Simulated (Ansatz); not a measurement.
A geometry of SnTe away from equilibrium: the start of the relaxation of a generated trial cell of SnTe in the AFLOW prototype AB_tP8_136_g_f (as in BeO). All values below come from PBEsol (plane waves to 420 eV, PAW, scalar-relativistic; Ansatz, a program for electronic structure). Γ-centred k-mesh 3×3×5 on the run's cell (coarser than for final values), Fermi–Dirac smearing 0.05 eV.

```xyz
8
Lattice="8.0329 0.0000 0.0000 0.0000 8.0329 0.0000 0.0000 0.0000 4.6337" Properties=species:S:1:pos:R:3 pbc="T T T"
Sn     2.6990     5.3338     0.0000
Sn     6.7155     6.7155     2.3168
Sn     1.3174     1.3174     2.3168
Sn     5.3338     2.6990     0.0000
Te     2.4902     2.4902     0.0000
Te     6.5066     1.5262     2.3168
Te     1.5262     6.5066     2.3168
Te     5.5427     5.5427     0.0000
```

Task: Which atoms carry the largest force, and which way does it point?

Result: 0.59 eV/Å, on Te5, Te6, Te7, Te8 (atoms numbered as listed); on Te5 its components are (-0.42, -0.42, 0.00).

Task: What is the pressure?

Result: +8.3 GPa, compression positive.

Task: How much energy per atom can still be gained by relaxing?

Result: 0.52 to 0.56 eV/atom (the two k-meshes of the run give this range); the path ends in Fm-3m (No. 225) (rock salt type).

No spin polarisation in the result.

The run could not lose the symmetry of its start.
